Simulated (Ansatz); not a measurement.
Cr:
```xyz
2
Lattice="2.8657 0.0000 0.0000 0.0000 2.8657 0.0000 0.0000 0.0000 2.8657" Properties=species:S:1:pos:R:3 pbc="T T T"
Cr     0.0000     0.0000     0.0000
Cr     1.4329     1.4329     1.4329
```
Starting moments (μB, in the order of the atoms Cr Cr): 1.1 -1.1.

Relaxed with PBE. Special points in fractions of this cell's reciprocal vectors: Γ (0.000, 0.000, 0.000); X (0.000, 0.500, 0.000); M (0.500, 0.500, 0.000); R (0.500, 0.500, 0.500).

**Question.** List the band energies nearest the Fermi level at these points for PBE in the plane-wave PAW code Ansatz.

**Answer.** In eV from the Fermi level; about four levels below and three above (degenerate sets whole), none deeper than 8.9 eV; points with the same levels are listed once.

```csv
k,below,above
Γ ↑,-4.16 -4.16 -0.86 -0.86 -0.86,1.27 1.27 2.63 2.63 2.63
X ↑,-2.01 -1.30 -0.77 -0.77,0.21 0.21 0.25
M ↑,-4.37 -4.24 -2.35 -2.35,1.08 1.08 1.14
R ↑,-2.54 -2.54 -2.54 -1.87 -1.87 -1.87,1.21 1.21 2.08 2.08
```

Space group Im-3m (bcc (W type)). Symmetry was held in the PBE relaxation, as lowered by the spin order. The final state is antiferromagnetic, chosen from 3 collinear starts compared on coarse meshes (ties went to the first, and starts can fall back to one state), not a proven ground state. Textbook magnetic order: a spin-density-wave antiferromagnet. Point labels and valley counts follow the cell and symmetry of the run, lower than the named group.

Potentials: the later of the program's two PAW sets.
